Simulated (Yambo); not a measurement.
AgI (space group P4/nmm, No. 129), G0W0@LDA in Yambo; all else as in the reference (2×2×2 Γ-centred k mesh, bands 9 to 193 and a 7 Ry block in the screening, 193 bands in G with the Bruneval-Gonze terminator, plasmon pole fitted at 27.2 eV). One parameter is varied: the cutoff of the wavefunctions in Yambo, over 10, 20, 30, 50, 86 Ry.

From which value on does the gap Γ → Γ stay within 0.05 eV of the largest setting?

From 30 Ry on.
```tsv
cutoff of the wavefunctions in Yambo (Ry)	G0W0 gap (eV)	valence shift (eV)
10	2.14	-0.26
20	2.31	-0.55
30	2.43	-0.67
50	2.45	-0.70
86	2.45	-0.70
```
The last step of the sweep still moves the gap by 2 meV; the other settings are held fixed.

Spin-orbit coupling is not included.

Geometry of the Materials Project entry, not relaxed at this level; primitive cell a = b = 4.4714 Å, c = 6.6454 Å, α = β = γ = 90.00°.

This is not the ordinary phase of the substance; no match was found in the copy of COD used, and its stability was not checked.

A shift is the quasiparticle energy of the state minus its LDA energy.

The distance between layers or molecules is the database entry's, not relaxed here. Functionals without dispersion can leave it too large, which widens gaps and weakens the response across layers: the numbers belong to this cell.
